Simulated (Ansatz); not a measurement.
These are results of DFT PBE, scalar-relativistic, plane waves, PAW in Ansatz, not measurements. Settings: cutoff 420 eV, Γ-centred meshes spaced at most about 0.3 Å⁻¹, and about 0.25 Å⁻¹ or finer for metals (2π included), Gaussian smearing. Collinear spin in cells that started with moments and kept them past the coarse steps, no spin elsewhere.

Each of these unrelaxed guesses is relaxed in cell and atoms within its symmetry. A guess keeps its type if space group and coordination stay and the shape of the cell changes little (axis ratios within about 15 %, angles within 6°); the volume may change.

1. Ta2MnSe6 (collinear spin from parallel moments)

Space group Fm-3m (No. 225). a = 9.964 Å, b = 9.964 Å, c = 9.964 Å, α = 90.00°, β = 90.00°, γ = 90.00°
```tsv
atom	site	symmetry	x	y	z
Ta	8c	-43m	0.2500	0.7500	0.7500
Mn	4a	m-3m	0.0000	0.0000	0.0000
Se	24e	4m.m	0.2500	0.0000	0.0000
```

2. Sc3BP2

Space group P6/mmm (No. 191). a = 5.795 Å, b = 5.795 Å, c = 3.398 Å, α = 90.00°, β = 90.00°, γ = 120.00°
```json
{"atom": "Sc", "site": "3f", "symmetry": "mmm", "x": "0.0000", "y": "0.5000", "z": "0.0000"}
{"atom": "B", "site": "1b", "symmetry": "6/mmm", "x": "0.0000", "y": "0.0000", "z": "0.5000"}
{"atom": "P", "site": "2d", "symmetry": "-6m2", "x": "0.6667", "y": "0.3333", "z": "0.5000"}
```

3. TaNb2N3

Space group P4mm (No. 99). a = 4.516 Å, b = 4.516 Å, c = 4.501 Å, α = 90.00°, β = 90.00°, γ = 90.00°
```json
{"atom": "Ta", "site": "1b", "symmetry": "4mm", "x": "0.5000", "y": "0.5000", "z": "0.1912"}
{"atom": "Nb", "site": "2c", "symmetry": "2mm.", "x": "0.5000", "y": "0.0000", "z": "0.3471"}
{"atom": "N", "site": "2c", "symmetry": "2mm.", "x": "0.5000", "y": "0.0000", "z": "0.8745"}
{"atom": "N", "site": "1b", "symmetry": "4mm", "x": "0.5000", "y": "0.5000", "z": "0.5570"}
```

Question: Which guesses survive the relaxation?

Answer: Guesses 1 and 2 keep their type.

| guess | kept | start group | end group | V start (Å³/atom) | V end | b/a and c/a, end over start | nearest neighbours start | nearest neighbours end |
| --- | --- | --- | --- | --- | --- | --- | --- | --- |
| 1 | yes | Fm-3m | Fm-3m | 27.5 | 20.3 | 1.00, 1.00 | Mn 6, Se 1, Ta 12 | Mn 6, Se 1, Ta 12 |
| 2 | yes | P6/mmm | P6/mmm | 16.5 | 21.8 | 1.00, 0.92 | B 20, P 6, Sc 4 | B 20, P 6, Sc 4 |
| 3 | no | P4mm | P4/mmm | 15.3 | 13.1 | - | N 1/2, Nb 4, Ta 1 | N 4/6, Nb 4, Ta 6 |

Neighbours count within 15 % of an atom's shortest distance; end groups are read at 0.02 Å (0.05 Å in metals).

Spin–orbit coupling, which can matter for Ta, is left out. A magnetic state wasn't ruled out in cells without spin, among them Sc3BP2 P6/mmm. No Hubbard U is applied to the 3d shell of Mn. Another magnetic order may lie lower. Cells relaxed within their symmetry can be saddle points.

In counts of neighbours, a slash parts the counts of unlike sites.
